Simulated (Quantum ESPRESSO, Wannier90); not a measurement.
# CdI$_{2}$ (CdI2 type), plane waves to Wannier functions

Cell from Materials Project (mp-567259), symmetrised, no further relaxation. COD (Crystallography Open Database) has the formula in 5 space groups, this one among them (matched by group alone). Method: PBEsol plane waves in Quantum ESPRESSO 7.5 (PseudoDojo norm-conserving files, 82 Ry, spinors with spin-orbit coupling), Bloch states on a 6×6×4 mesh through Γ, Wannier90 4.0.1. Density: 12×12×4 mesh, cold smearing 0.01 Ry. The cell is built of weakly bound layers, chains or molecules, whose nearest atoms lie 4.59 Å apart. Database cells relaxed without dispersion often hold them too far apart, which can enlarge gaps and weakens couplings between them; spacing and stacking were not compared with the measured crystal.

On the energy scale of pw.x, whose zero is arbitrary, the valence-band maximum lies at 4.00 eV.

Input w.win:

```
num_bands = 44
num_wann = 24
exclude_bands = 1-8,13-22
spinors = true
num_iter = 1000
conv_tol = 1.0e-6
conv_window = 4
dis_num_iter = 1000
dis_conv_tol = 1.0e-6
dis_froz_max = 7.50
write_hr = true
write_u_matrices = true
begin projections
f=0.01228,0.00969,0.00187: s;p
f=0.34469,-0.32932,0.23225: s;p
f=-0.34005,0.32280,-0.23162: s;p
end projections
begin unit_cell_cart
ang
    4.2910101438    0.0000000000    0.0000000000
   -2.1455050719    3.7161237924    0.0000000000
    0.0000000000    0.0000000000    7.3035800000
end unit_cell_cart
begin atoms_frac
Cd   0.0000000000  0.0000000000  0.0000000000
I    0.3333333333 -0.3333333333  0.2357900000
I   -0.3333333333  0.3333333333 -0.2357900000
end atoms_frac
mp_grid = 6 6 4
begin kpoints
0.0000000000 0.0000000000 0.0000000000
0.0000000000 0.0000000000 0.2500000000
0.0000000000 0.0000000000 0.5000000000
... (141 more lines: the 6x6x4 mesh through Gamma)
end kpoints
```

Input of pw2wannier90.x that gives the overlap and projection files (equivalent; here they were cut from one run over all bands):

```
&inputpp
  outdir = './out'
  prefix = 'pwscf'
  seedname = 'w'
  write_amn = .true.
  write_mmn = .true.
/
```

Output w.wout (banner and timings cut):

```
                                    ------
                                    SYSTEM
                                    ------

                              Lattice Vectors (Ang)
                    a_1     4.291010   0.000000   0.000000
                    a_2    -2.145505   3.716124   0.000000
                    a_3     0.000000   0.000000   7.303580

                   Unit Cell Volume:     116.46234  (Ang^3)

                        Reciprocal-Space Vectors (Ang^-1)
                    b_1     1.464267   0.845395  -0.000000
                    b_2     0.000000   1.690790   0.000000
                    b_3     0.000000  -0.000000   0.860288

 *----------------------------------------------------------------------------*
 |   Site       Fractional Coordinate          Cartesian Coordinate (Ang)     |
 +----------------------------------------------------------------------------+
 | cd   1   0.00000   0.00000   0.00000   |    0.00000   0.00000   0.00000    |
 | i    1   0.33333  -0.33333   0.23579   |    2.14551  -1.23871   1.72211    |
 | i    2  -0.33333   0.33333  -0.23579   |   -2.14551   1.23871  -1.72211    |
 *----------------------------------------------------------------------------*
                                ------------
                                K-POINT GRID
                                ------------

             Grid size =  6 x  6 x  4      Total points =  144

 *---------------------------------- MAIN ------------------------------------*
 |  Number of Wannier Functions               :                24             |
 |  Number of Objective Wannier Functions     :                24             |
 |  Number of input Bloch states              :                44             |
 |  Output verbosity (1=low, 5=high)          :                 1             |
 |  Timing Level (1=low, 5=high)              :                 1             |
 |  Optimisation (0=memory, 3=speed)          :                 3             |
 |  Length Unit                               :               Ang             |
 |  Post-processing setup (write *.nnkp)      :                 F             |
 |  Using Gamma-only branch of algorithms     :                 F             |
 *----------------------------------------------------------------------------*
 *------------------------------- WANNIERISE ---------------------------------*
 |  Total number of iterations                :              1000             |
 |  Number of CG steps before reset           :                 5             |
 |  Trial step length for line search         :             2.000             |
 |  Convergence tolerence                     :         0.100E-05             |
 |  Convergence window                        :                 4             |
 |  Iterations between writing output         :                 1             |
 |  Iterations between backing up to disk     :               100             |
 |  Write r^2_nm to file                      :                 F             |
 |  Write xyz WF centres to file              :                 F             |
 |  Write on-site energies <0n|H|0n> to file  :                 F             |
 |  Use guiding centre to control phases      :                 F             |
 |  Use phases for initial projections        :                 F             |
 *----------------------------------------------------------------------------*
 *------------------------------- DISENTANGLE --------------------------------*
 |  Using band disentanglement                :                 T             |
 |  Total number of iterations                :              1000             |
 |  Mixing ratio                              :             0.500             |
 |  Convergence tolerence                     :         1.000E-06             |
 |  Convergence window                        :                 3             |
 *----------------------------------------------------------------------------*
 *-------------------------------- PLOTTING ----------------------------------*
 |  Plotting Hamiltonian in WF basis          :                 T             |
 *----------------------------------------------------------------------------*

 *---------------------------------- K-MESH ----------------------------------*
 +----------------------------------------------------------------------------+
 |                    Distance to Nearest-Neighbour Shells                    |
 |                    ------------------------------------                    |
 |          Shell             Distance (Ang^-1)          Multiplicity         |
 |          -----             -----------------          ------------         |
 |             1                   0.215072                      2            |
 |             2                   0.281798                      6            |
 |             3                   0.354494                     12            |
 |             4                   0.430144                      2            |
 |             5                   0.488089                      6            |
 |             6                   0.514232                     12            |
 |             7                   0.533373                     12            |
 |             8                   0.563597                      6            |
       ... (lines left out)
 +----------------------------------------------------------------------------+
 | The b-vectors are chosen automatically                                     |
 | The following shells are used:                       1,  2                 |
 +----------------------------------------------------------------------------+
 |                        Shell   # Nearest-Neighbours                        |
 |                        -----   --------------------                        |
 |                          1               2                                 |
 |                          2               6                                 |
 +----------------------------------------------------------------------------+
 | Completeness relation is fully satisfied [Eq. (B1), PRB 56, 12847 (1997)]  |
 +----------------------------------------------------------------------------+
 |                  b_k Vectors (Ang^-1) and Weights (Ang^2)                  |
 |                  ----------------------------------------                  |
 |            No.         b_k(x)      b_k(y)      b_k(z)        w_b           |
 |            ---        --------------------------------     --------        |
 |             1         0.000000    0.000000    0.215072    10.809406        |
 |             2         0.000000    0.000000   -0.215072    10.809406        |
 |             3         0.000000    0.281798    0.000000     4.197608        |
 |             4         0.244045    0.140899    0.000000     4.197608        |
 |             5         0.000000   -0.281798    0.000000     4.197608        |
 |             6         0.244045   -0.140899    0.000000     4.197608        |
 |             7        -0.244045   -0.140899    0.000000     4.197608        |
 |             8        -0.244045    0.140899    0.000000     4.197608        |
 +----------------------------------------------------------------------------+
 |                           b_k Directions (Ang^-1)                          |
 |                           -----------------------                          |
 |            No.           x           y           z                         |
 |            ---        --------------------------------                     |
 |             1         0.000000    0.000000    0.215072                     |
 |             2         0.000000    0.281798    0.000000                     |
 |             3         0.244045    0.140899    0.000000                     |
 |             4         0.244045   -0.140899    0.000000                     |
 +----------------------------------------------------------------------------+

 Starting a new Wannier90 calculation ...

 Reading overlaps from w.mmn

 Reading projections from w.amn

 *------------------------------- DISENTANGLE --------------------------------*
 +----------------------------------------------------------------------------+
 |                              Energy  Windows                               |
 |                              ---------------                               |
 |                   Outer:   -8.25324  to   18.42930  (eV)                   |
 |                   Inner:   -8.25324  to    7.50000  (eV)                   |
 +----------------------------------------------------------------------------+
   Number of target bands to extract:   24

                   Unitarised projection of Wannier functions
                   ------------------------------------------
   A_mn = <psi_m|g_n> --> S = A.A^+ --> U = S^-1/2.A
   In dis_project... done
   Using an inner window (linner = T)
   In dis_proj_froz... done

                   Extraction of optimally-connected subspace
                   ------------------------------------------
 +---------------------------------------------------------------------+<-- DIS
 |  Iter     Omega_I(i-1)      Omega_I(i)      Delta (frac.)           |<-- DIS
 +---------------------------------------------------------------------+<-- DIS
       1      47.16327477      44.06483787       7.032E-02    <-- DIS
       2      45.04460955      43.23932008       4.175E-02    <-- DIS
       3      43.93883956      42.71126140       2.874E-02    <-- DIS
       4      43.16942814      42.34917580       1.937E-02    <-- DIS
       5      42.63787214      42.09489984       1.290E-02    <-- DIS
       6      42.27040447      41.91346367       8.516E-03    <-- DIS
       ... (lines left out)
      61      41.37593179      41.37597236      -9.805E-07    <-- DIS
      62      41.37592044      41.37595920      -9.368E-07    <-- DIS
      63      41.37591032      41.37594743      -8.967E-07    <-- DIS

             <<<      Delta < 1.000E-06  over  3 iterations     >>>
             <<< Disentanglement convergence criteria satisfied >>>

        Final Omega_I    41.37594743 (Ang^2)

 +----------------------------------------------------------------------------+

 Writing checkpoint file w.chk... done

 *------------------------------- WANNIERISE ---------------------------------*
 +--------------------------------------------------------------------+<-- CONV
 | Iter  Delta Spread     RMS Gradient      Spread (Ang^2)            |<-- CONV
 +--------------------------------------------------------------------+<-- CONV

 ------------------------------------------------------------------------------
 Initial State
  WF centre and spread    1  (  0.004562,  0.010052,  0.002882 )     3.05727898
  WF centre and spread    2  (  0.004562,  0.010052,  0.002882 )     3.05727898
  WF centre and spread    3  (  0.000056,  0.003437, -0.003773 )     3.87179185
  WF centre and spread    4  (  0.000057,  0.003437, -0.003773 )     3.87179297
  WF centre and spread    5  ( -0.008481,  0.002283, -0.001533 )     3.91454767
  WF centre and spread    6  ( -0.008481,  0.002283, -0.001533 )     3.91455154
  WF centre and spread    7  ( -0.000557, -0.006453,  0.002341 )     3.86216115
  WF centre and spread    8  ( -0.000558, -0.006454,  0.002341 )     3.86215926
  WF centre and spread    9  (  2.178233, -1.227617,  1.659310 )     1.36990985
  WF centre and spread   10  (  2.178233, -1.227617,  1.659311 )     1.36990992
  WF centre and spread   11  (  2.148493, -1.237565,  1.800638 )     2.10417533
  WF centre and spread   12  (  2.148494, -1.237565,  1.800637 )     2.10417560
  WF centre and spread   13  (  2.115632, -1.306574,  1.783888 )     2.08127691
  WF centre and spread   14  (  2.115633, -1.306574,  1.783888 )     2.08127671
  WF centre and spread   15  (  2.147388, -1.180304,  1.785466 )     2.08422923
  WF centre and spread   16  (  2.147388, -1.180304,  1.785466 )     2.08422911
  WF centre and spread   17  ( -2.152225,  1.203961, -1.656325 )     1.36282324
  WF centre and spread   18  ( -2.152225,  1.203961, -1.656325 )     1.36282323
  WF centre and spread   19  ( -2.146192,  1.235605, -1.804233 )     2.10517423
  WF centre and spread   20  ( -2.146192,  1.235605, -1.804233 )     2.10517400
  WF centre and spread   21  ( -2.140570,  1.304563, -1.783201 )     2.07836733
  WF centre and spread   22  ( -2.140570,  1.304563, -1.783201 )     2.07836747
  WF centre and spread   23  ( -2.146110,  1.199210, -1.785570 )     2.08998336
  WF centre and spread   24  ( -2.146110,  1.199210, -1.785570 )     2.08998354
  Sum of centres and spreads (  0.000458,  0.001194, -0.000222 )    59.96344145

      0     0.600E+02     0.0000000000       59.9634414132  <-- CONV
        O_D=      0.0280767 O_OD=     18.5594173 O_TOT=     59.9634414 <-- SPRD
 ------------------------------------------------------------------------------
      1    -0.914E+00     0.6214353333       59.0495224830  <-- CONV
        O_D=      0.0451322 O_OD=     17.6284428 O_TOT=     59.0495225 <-- SPRD
      2    -0.506E+00     0.9306152269       58.5432873524  <-- CONV
        O_D=      0.0382803 O_OD=     17.1290597 O_TOT=     58.5432874 <-- SPRD
      3    -0.174E+00     0.5462840487       58.3688456694  <-- CONV
        O_D=      0.0349225 O_OD=     16.9579758 O_TOT=     58.3688457 <-- SPRD
      4    -0.561E-01     0.3108817080       58.3127540916  <-- CONV
        O_D=      0.0337087 O_OD=     16.9030980 O_TOT=     58.3127541 <-- SPRD
      5    -0.265E-01     0.1892749141       58.2862852888  <-- CONV
        O_D=      0.0334925 O_OD=     16.8768454 O_TOT=     58.2862853 <-- SPRD
       ... (lines left out)
    100    -0.582E-02     0.0810734340       49.2965088573  <-- CONV
        O_D=      0.0218423 O_OD=      7.8987192 O_TOT=     49.2965089 <-- SPRD
       ... (lines left out)
    200    -0.117E-03     0.0109291726       49.1178308981  <-- CONV
        O_D=      0.0221997 O_OD=      7.7196838 O_TOT=     49.1178309 <-- SPRD
       ... (lines left out)
    300    -0.352E-05     0.0025898574       49.1146228795  <-- CONV
        O_D=      0.0222070 O_OD=      7.7164684 O_TOT=     49.1146229 <-- SPRD
       ... (lines left out)
    400    -0.131E-05     0.0011513259       49.1144160626  <-- CONV
        O_D=      0.0222045 O_OD=      7.7162641 O_TOT=     49.1144161 <-- SPRD
       ... (lines left out)
    500    -0.126E-05     0.0011572739       49.1142674900  <-- CONV
        O_D=      0.0222033 O_OD=      7.7161168 O_TOT=     49.1142675 <-- SPRD
       ... (lines left out)
    600    -0.111E-05     0.0015555397       49.1141353962  <-- CONV
        O_D=      0.0222019 O_OD=      7.7159861 O_TOT=     49.1141354 <-- SPRD
       ... (lines left out)
    700    -0.117E-05     0.0011191778       49.1140148798  <-- CONV
        O_D=      0.0221986 O_OD=      7.7158688 O_TOT=     49.1140149 <-- SPRD
       ... (lines left out)
    767    -0.908E-06     0.0009888102       49.1139393145  <-- CONV
        O_D=      0.0221981 O_OD=      7.7157938 O_TOT=     49.1139393 <-- SPRD
    768    -0.900E-06     0.0014603665       49.1139384146  <-- CONV
        O_D=      0.0221980 O_OD=      7.7157929 O_TOT=     49.1139384 <-- SPRD
    769    -0.949E-06     0.0009922544       49.1139374657  <-- CONV
        O_D=      0.0221978 O_OD=      7.7157922 O_TOT=     49.1139375 <-- SPRD
             <<<     Delta < 1.000E-06  over  4 iterations     >>>
             <<< Wannierisation convergence criteria satisfied >>>
 Final State
  WF centre and spread    1  (  0.468640,  0.502943,  0.285109 )     2.83001125
  WF centre and spread    2  (  0.468664,  0.502917,  0.285115 )     2.83001175
  WF centre and spread    3  (  0.025427,  0.040641, -0.730836 )     2.84609345
  WF centre and spread    4  (  0.025444,  0.040634, -0.730836 )     2.84609457
  WF centre and spread    5  ( -0.697055,  0.142577,  0.226090 )     2.82829122
  WF centre and spread    6  ( -0.697051,  0.142620,  0.226076 )     2.82829435
  WF centre and spread    7  (  0.200703, -0.684837,  0.211404 )     2.83186719
  WF centre and spread    8  (  0.200658, -0.684848,  0.211413 )     2.83186561
  WF centre and spread    9  (  2.145382, -1.238406,  1.204611 )     1.54504567
  WF centre and spread   10  (  2.145382, -1.238407,  1.204611 )     1.54504520
  WF centre and spread   11  (  2.638689, -1.523424,  1.955370 )     1.68861204
  WF centre and spread   12  (  2.638689, -1.523424,  1.955371 )     1.68861224
  WF centre and spread   13  (  1.652592, -1.523495,  1.955699 )     1.68838236
  WF centre and spread   14  (  1.652592, -1.523495,  1.955699 )     1.68838252
  WF centre and spread   15  (  2.145614, -0.669514,  1.955949 )     1.68853546
  WF centre and spread   16  (  2.145614, -0.669514,  1.955948 )     1.68853528
  WF centre and spread   17  ( -2.145675,  1.238933, -1.204554 )     1.54837208
  WF centre and spread   18  ( -2.145674,  1.238933, -1.204554 )     1.54837281
  WF centre and spread   19  ( -2.638467,  1.523154, -1.956000 )     1.68719980
  WF centre and spread   20  ( -2.638467,  1.523154, -1.956000 )     1.68719950
  WF centre and spread   21  ( -1.652396,  1.523132, -1.955759 )     1.68736769
  WF centre and spread   22  ( -1.652396,  1.523132, -1.955759 )     1.68736799
  WF centre and spread   23  ( -2.145495,  0.669254, -1.955397 )     1.68718865
  WF centre and spread   24  ( -2.145495,  0.669254, -1.955397 )     1.68718883
  Sum of centres and spreads ( -0.004081,  0.001914, -0.016629 )    49.11393751

         Spreads (Ang^2)       Omega I      =    41.375947425
        ================       Omega D      =     0.022197837
                               Omega OD     =     7.715792203
    Final Spread (Ang^2)       Omega Total  =    49.113937466
```
